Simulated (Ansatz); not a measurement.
Ansatz (an electronic-structure program) input:

Ansatz 0.2 input:
```yaml
crystal:
  lattice:
    - [3.3026051, 0.0, 0.0]
    - [-1.65130255, 2.8601399152, 0.0]
    - [0.0, 0.0, 13.2273299548]
  atoms:
    - { symbol: W, position: [0.6666666667, 0.3333333333, 0.25] }
    - { symbol: W, position: [0.3333333333, 0.6666666667, 0.75] }
    - { symbol: Se, position: [0.3333333333, 0.6666666667, 0.3757759611] }
    - { symbol: Se, position: [0.6666666667, 0.3333333333, 0.6242240389] }
    - { symbol: Se, position: [0.6666666667, 0.3333333333, 0.8757759611] }
    - { symbol: Se, position: [0.3333333333, 0.6666666667, 0.1242240389] }
kpoints:
  mp_grid: { grid: [8, 8, 2] }
  band_path:
    path:
      - [[0.0, 0.0, 0.0], [0.5, 0.0, 0.0], [0.3333333333, 0.3333333333, 0.0], [0.0, 0.0, 0.0], [0.0, 0.0, 0.5], [0.5, 0.0, 0.5], [0.3333333333, 0.3333333333, 0.5], [0.0, 0.0, 0.5]]  # Γ-M-K-Γ-A-L-H-A
      - [[0.5, 0.0, 0.5], [0.5, 0.0, 0.0]]  # L-M
      - [[0.3333333333, 0.3333333333, 0.5], [0.3333333333, 0.3333333333, 0.0]]  # H-K
      - [VBM, CBM]
    npoints: 8
hamiltonian:
  xc: r2scan
  dispersion: d4
  pseudopotentials: { kind: paw }
magnetization: { noncollinear: true, spin_orbit: true }
scf:
  n_extra_bands: 12
  convergence: { dr2_threshold: 0.0000000001 }
  occupations: { method: gaussian, width: 0.01 }
checkpoint: { write: soc.run }
output: { eigenvalues: true }
```

Output (shortened):

```
Pseudopotentials: kind: paw_fr
Pseudopotential: W, paw_fr, valence charge 14
Pseudopotential: Se, paw_fr, valence charge 16
Functional definition: r2SCAN
non-collinear run that drives no moment, with spin-orbit …
Crystal: 6 atoms, lattice volume = 124.944 Å³
Basis set: ecut = 500 eV, 3133 PW (Γ), exchange–correlation on 100×100×400 points (64 copies of the dense FFT grid, shifted against one another)
Bands: 104, of which v1, the nominal top of the filled ones, is band 92 counted from 1 (91 counted from 0)
Symmetry: 24 space group operations + 24 with time reversal
k-points: 20 of 128
Projection manifold: j_resolved (fully-relativistic pseudo-atomic orbitals)
PAW frozen core: W, regenerated for the run's functional
PAW frozen core: Se, regenerated for the run's functional
Initial density: superposition of atomic densities (chi_scale 0.1, normalization cell, long waves kept (reshape's long-wave potential 0.04 eV rms))
Initial wavefunctions: pseudopotential atomic-orbital guess
Eigensolver: davidson
Functional: x = r2scan, c = r2scan; τ floored in thin density (d = 2e-4 eV/Å³)
SCF iter   1: F=—  HF=-42650.492176 eV  |F-HF|=—  |Δ(HF+E_count)|=         —  Δρ=3.33e-2  dr2=4.27e0  dr2_τ=3.85e-2  dr2_m=0.00e0 (ungated)  ethr=3.10e-3  |M|=0.00e0 ∫|m|=0.00e0 μB  |m|>n=0.0e0 m-floor=0.0e0 τ_xc=0.0e0  β_m=0.30  ⟨swp⟩=6.0  Hψ=4651  notcnv=0  defer=2
all-band conjugate gradients solve this SCF's bands
preconditioner: auto → Resta (q_TF=auto, 2.593 Å⁻¹)
spin=Noncollinear: Resta preconditioning applied to the charge; magnetization (m_x, m_y, m_z) channels mix plain (no charge-response kernel on spin).
SCF iter   2: F=—  HF=-42650.287774 eV  |F-HF|=—  |Δ(HF+E_count)|=   2.04e-1  Δρ=2.52e-2  dr2=1.67e0  dr2_τ=4.14e-3  dr2_m=0.00e0 (ungated)  ethr=3.10e-3  |M|=0.00e0 ∫|m|=0.00e0 μB  |m|>n=0.0e0 m-floor=0.0e0 τ_xc=0.0e0  β_m=0.56  ⟨swp⟩=2.0  Hψ=1306  notcnv=0  defer=100
SCF iter   3: F=—  HF=-42650.120311 eV  |F-HF|=—  |Δ(HF+E_count)|=   1.67e-1  Δρ=9.16e-3  dr2=2.96e-1  dr2_τ=9.55e-3  dr2_m=0.00e0 (ungated)  ethr=1.82e-3  |M|=0.00e0 ∫|m|=0.00e0 μB  |m|>n=0.0e0 m-floor=0.0e0 τ_xc=0.0e0  β_m=0.59  ⟨swp⟩=2.1  Hψ=1364  notcnv=0  defer=100
SCF iter   4: F=—  HF=-42650.095309 eV  |F-HF|=—  |Δ(HF+E_count)|=   2.50e-2  Δρ=2.86e-3  dr2=1.42e-2  dr2_τ=7.33e-5  dr2_m=0.00e0 (ungated)  ethr=3.22e-4  |M|=0.00e0 ∫|m|=0.00e0 μB  |m|>n=0.0e0 m-floor=0.0e0 τ_xc=0.0e0  β_m=0.68  ⟨swp⟩=2.5  Hψ=1356  notcnv=0  defer=100
SCF iter   5: F=—  HF=-42650.096329 eV  |F-HF|=—  |Δ(HF+E_count)|=   1.02e-3  Δρ=1.20e-3  dr2=2.75e-3  dr2_τ=1.65e-5  dr2_m=0.00e0 (ungated)  ethr=1.54e-5  |M|=0.00e0 ∫|m|=0.00e0 μB  |m|>n=0.0e0 m-floor=0.0e0 τ_xc=0.0e0  β_m=0.74  ⟨swp⟩=2.9  Hψ=1983  notcnv=0  defer=102
SCF iter   6: F=—  HF=-42650.096679 eV  |F-HF|=—  |Δ(HF+E_count)|=   3.51e-4  Δρ=4.01e-4  dr2=2.36e-4  dr2_τ=2.32e-6  dr2_m=0.00e0 (ungated)  ethr=2.99e-6  |M|=0.00e0 ∫|m|=0.00e0 μB  |m|>n=0.0e0 m-floor=0.0e0 τ_xc=0.0e0  β_m=0.87  ⟨swp⟩=2.0  Hψ=1934  notcnv=0  defer=102
SCF iter   7: F=—  HF=-42650.096765 eV  |F-HF|=—  |Δ(HF+E_count)|=   8.58e-5  Δρ=9.67e-5  dr2=1.09e-5  dr2_τ=2.30e-7  dr2_m=0.00e0 (ungated)  ethr=2.57e-7  |M|=0.00e0 ∫|m|=0.00e0 μB  |m|>n=0.0e0 m-floor=0.0e0 τ_xc=0.0e0  β_m=0.93  ⟨swp⟩=2.0  Hψ=1357  notcnv=0  defer=102
SCF iter   8: F=—  HF=-42650.096775 eV  |F-HF|=—  |Δ(HF+E_count)|=   9.62e-6  Δρ=2.72e-5  dr2=1.01e-6  dr2_τ=1.24e-8  dr2_m=0.00e0 (ungated)  ethr=1.18e-8  |M|=0.00e0 ∫|m|=0.00e0 μB  |m|>n=0.0e0 m-floor=0.0e0 τ_xc=0.0e0  β_m=0.97  ⟨swp⟩=2.0  Hψ=1349  notcnv=0  defer=102
SCF iter  11: F=-42650.096735 eV  HF=-42650.096735 eV  |F-HF|=1.46e-11  |Δ(HF+E_count)|=  4.22e-10  Δρ=1.64e-7  dr2=2.86e-11  dr2_τ=3.40e-13  dr2_m=0.00e0 (ungated)  ethr=1.00e-12  |M|=0.00e0 ∫|m|=0.00e0 μB  |m|>n=0.0e0 m-floor=0.0e0 τ_xc=0.0e0  ⟨swp⟩=10.2  Hψ=3920  notcnv=0
SCF 1 converged in 11 iterations: F = -42650.096735 eV  dr2 = 2.86e-11
NSCF: frozen V_eff on 28 k-points
NSCF: frozen V_eff on 28 k-points
NSCF: frozen V_eff on 28 k-points
NSCF: frozen V_eff on 5 k-points
NSCF: frozen V_eff on 13 k-points
NSCF: frozen V_eff on 8 k-points
NSCF: frozen V_eff on 16 k-points
NSCF: frozen V_eff on 3 k-points
NSCF: frozen V_eff on 7 k-points
NSCF: frozen V_eff on 5 k-points
NSCF: frozen V_eff on 13 k-points
NSCF: frozen V_eff on 11 k-points
NSCF: frozen V_eff on 84 k-points
SCF converged after 11 iterations
Magnetization: |M| = 0.0000 μB,  M = (+0.0000, +0.0000, +0.0000) μB
Absolute magnetization: 0.0000 μB (∫|m|)
  site 0: m = (+0.0000, +0.0000, +0.0000) μB, |m| = 0.0000 μB  (R = 1.04 Å)
  site 1: m = (+0.0000, +0.0000, +0.0000) μB, |m| = 0.0000 μB  (R = 1.04 Å)
  site 2: m = (+0.0000, +0.0000, +0.0000) μB, |m| = 0.0000 μB  (R = 1.04 Å)
  site 3: m = (+0.0000, +0.0000, +0.0000) μB, |m| = 0.0000 μB  (R = 1.04 Å)
  site 4: m = (+0.0000, +0.0000, +0.0000) μB, |m| = 0.0000 μB  (R = 1.04 Å)
  site 5: m = (+0.0000, +0.0000, +0.0000) μB, |m| = 0.0000 μB  (R = 1.04 Å)
Free energy (F): -42650.096735 eV
Harris-Foulkes:  -42650.096735 eV  (|F-HF|=1.46e-11)
Internal energy: -42650.096735 eV  (E = F + TS)
E sigma→0 (E₀):  -42650.096735 eV
Fermi energy:    12.944663 eV
--- Per-component energies (eV) ---
  E_band       = -1816.388561
  E_kinetic    = 1381.317937
  E_local      = -11895.960209  (includes V_loc(G=0)·N_el)
  E_nonlocal   = -2385.363258
  E_hartree    = 5710.080506
  E_xc         = -892.880854
  E_vxc        = -945.473514  (∫ρ·V_xc dr)
  E_paw        = -24818.772469  (= ΣΔE_a)
  E_vpaw       = 561.391794  (= ΣTr[D̂ρ^β])
  E_aug_tail   = -0.000952  (compensation charges beyond the density's cutoff)
  E_vtau       = 47.538898  (kinetic-family band-sum trace: ∫τ·v_τ [+ j·A + Jᵃ·Aᵃ] dr)
  E_ewald      = -9739.326541
  E_disp       = -0.979937  (pairwise vdW)
  E_core_change = -8.210959  (= ΣΔE_core)
  E_smearing   =  0.000000  (= −TS)
  E_closure    = 0.000000  (closes the sum)
  Σ components = -42650.096735   (vs F -42650.096735, Δ=0.00e0)
  [band-id]    e_kinetic+e_local+e_nonlocal+2·e_hartree+e_vxc+e_vpaw+e_augmentation_tail+e_vtau = -1816.388292   (vs E_band -1816.388561, Δ=2.69e-4)
--- Band table (eV; the first three rows and the last of 20) ---
  k-point 0: bands = ["-63.7669", "-63.7669", "-63.7669", "-63.7669", "-36.9384", "-36.9384", "-36.9384", "-36.9384", "-36.9381", "-36.9381", "-36.9381", "-36.9381", "-36.9103", "-36.9103", "-36.9101", "-36.9101", "-36.9095", "-36.9095", "-36.9093", "-36.9093", "-36.0512", "-36.0512", "-36.0512", "-36.0512", "-36.0484", "-36.0484", "-36.0484", "-36.0484", "-36.0258", "-36.0258", "-36.0257", "-36.0257", "-36.0246", "-36.0246", "-36.0245", "-36.0245", "-36.0110", "-36.0110", "-36.0110", "-36.0110", "-36.0108", "-36.0108", "-36.0108", "-36.0108", "-34.4917", "-34.4917", "-34.4917", "-34.4917", "-24.8283", "-24.8283", "-24.8283", "-24.8283", "-24.7159", "-24.7159", "-24.7159", "-24.7159", "-3.5644", "-3.5644", "-3.3756", "-3.3756", "-2.2732", "-2.2732", "-1.9481", "-1.9481", "5.0219", "5.0219", "5.9654", "5.9654", "8.6751", "8.6751", "9.3037", "9.3037", "9.3151", "9.3151", "9.5152", "9.5152", "9.5466", "9.5466", "10.3570", "10.3570", "10.4330", "10.4330", "10.7717", "10.7717", "10.8147", "10.8147", "10.9516", "10.9516", "11.3546", "11.3546", "12.3368", "12.3368", "14.8905", "14.8905", "14.9316", "14.9316", "15.0914", "15.0914", "15.1613", "15.1613", "15.1876", "15.1876", "15.3262", "15.3262"]
  k-point 1: bands = ["-63.7669", "-63.7669", "-63.7669", "-63.7669", "-36.9384", "-36.9384", "-36.9384", "-36.9384", "-36.9381", "-36.9381", "-36.9381", "-36.9381", "-36.9102", "-36.9102", "-36.9102", "-36.9102", "-36.9094", "-36.9094", "-36.9094", "-36.9094", "-36.0512", "-36.0512", "-36.0512", "-36.0512", "-36.0484", "-36.0484", "-36.0484", "-36.0484", "-36.0258", "-36.0258", "-36.0258", "-36.0258", "-36.0245", "-36.0245", "-36.0245", "-36.0245", "-36.0110", "-36.0110", "-36.0110", "-36.0110", "-36.0108", "-36.0108", "-36.0108", "-36.0108", "-34.4917", "-34.4917", "-34.4917", "-34.4917", "-24.8283", "-24.8283", "-24.8283", "-24.8283", "-24.7159", "-24.7159", "-24.7159", "-24.7159", "-3.4799", "-3.4799", "-3.4799", "-3.4799", "-2.1024", "-2.1024", "-2.1024", "-2.1024", "5.4261", "5.4261", "5.4261", "5.4261", "9.3093", "9.3093", "9.3093", "9.3093", "9.4170", "9.4170", "9.4170", "9.4170", "9.7264", "9.7264", "9.7264", "9.7264", "10.4209", "10.4209", "10.4209", "10.4209", "10.7932", "10.7932", "10.7932", "10.7932", "12.0845", "12.0845", "12.0845", "12.0845", "14.9062", "14.9062", "14.9062", "14.9062", "15.1352", "15.1352", "15.1352", "15.1352", "15.2479", "15.2479", "15.2479", "15.2479"]
  k-point 2: bands = ["-63.7653", "-63.7653", "-63.7653", "-63.7653", "-36.9382", "-36.9382", "-36.9382", "-36.9382", "-36.9379", "-36.9379", "-36.9379", "-36.9379", "-36.9101", "-36.9101", "-36.9099", "-36.9099", "-36.9095", "-36.9095", "-36.9093", "-36.9093", "-36.0507", "-36.0507", "-36.0507", "-36.0507", "-36.0481", "-36.0481", "-36.0481", "-36.0481", "-36.0263", "-36.0263", "-36.0262", "-36.0262", "-36.0249", "-36.0249", "-36.0248", "-36.0248", "-36.0114", "-36.0114", "-36.0114", "-36.0114", "-36.0102", "-36.0102", "-36.0102", "-36.0102", "-34.4976", "-34.4976", "-34.4976", "-34.4976", "-24.8323", "-24.8323", "-24.8323", "-24.8323", "-24.7435", "-24.7435", "-24.7435", "-24.7435", "-3.3237", "-3.3237", "-3.1368", "-3.1368", "-2.1455", "-2.1455", "-1.8394", "-1.8394", "5.3238", "5.3238", "6.2624", "6.2624", "8.4228", "8.4228", "8.7378", "8.7378", "8.7689", "8.7689", "9.5627", "9.5627", "9.6524", "9.6524", "9.6976", "9.6976", "10.1829", "10.1829", "10.2270", "10.2270", "10.5418", "10.5418", "11.1725", "11.1725", "11.3534", "11.3534", "11.9529", "11.9529", "14.4406", "14.4406", "14.6864", "14.6864", "14.8178", "14.8178", "14.9022", "14.9022", "14.9501", "14.9501", "15.0864", "15.0864"]
  k-point 19: bands = ["-63.7547", "-63.7547", "-63.7547", "-63.7547", "-36.9376", "-36.9376", "-36.9367", "-36.9367", "-36.9361", "-36.9361", "-36.9360", "-36.9360", "-36.9103", "-36.9103", "-36.9093", "-36.9093", "-36.9093", "-36.9093", "-36.9082", "-36.9082", "-36.0490", "-36.0490", "-36.0458", "-36.0458", "-36.0456", "-36.0456", "-36.0455", "-36.0455", "-36.0367", "-36.0367", "-36.0259", "-36.0259", "-36.0253", "-36.0253", "-36.0251", "-36.0251", "-36.0133", "-36.0133", "-36.0101", "-36.0101", "-36.0090", "-36.0090", "-36.0082", "-36.0082", "-34.5429", "-34.5429", "-34.5300", "-34.5300", "-24.9530", "-24.9530", "-24.9202", "-24.9202", "-24.8445", "-24.8445", "-24.8356", "-24.8356", "-1.2379", "-1.2379", "-1.0954", "-1.0954", "-0.9978", "-0.9978", "-0.9891", "-0.9891", "6.0885", "6.0885", "6.2081", "6.2081", "6.3859", "6.3859", "6.4540", "6.4540", "7.5845", "7.5845", "7.5873", "7.5873", "8.0210", "8.0210", "8.0981", "8.0981", "8.5592", "8.5592", "8.7212", "8.7212", "9.5139", "9.5139", "9.5480", "9.5480", "11.5842", "11.5842", "12.0028", "12.0028", "13.8160", "13.8160", "13.9162", "13.9162", "14.9920", "14.9920", "15.0752", "15.0752", "15.4226", "15.4226", "15.7776", "15.7776"]
  band table: 104 of 104 bands, residual norms ≤ 1.0e-3 eV
```

Cost: roughly 12 core-minutes on shared cores.

Space group P6_3/mmc. The r²SCAN+D4 relaxation kept the symmetry of its start; of distortions, only those at the zone centre were tested. The run is not spin-polarised.

Potentials: the later of the program's two PAW sets.

Ansatz is a plane-wave DFT program.
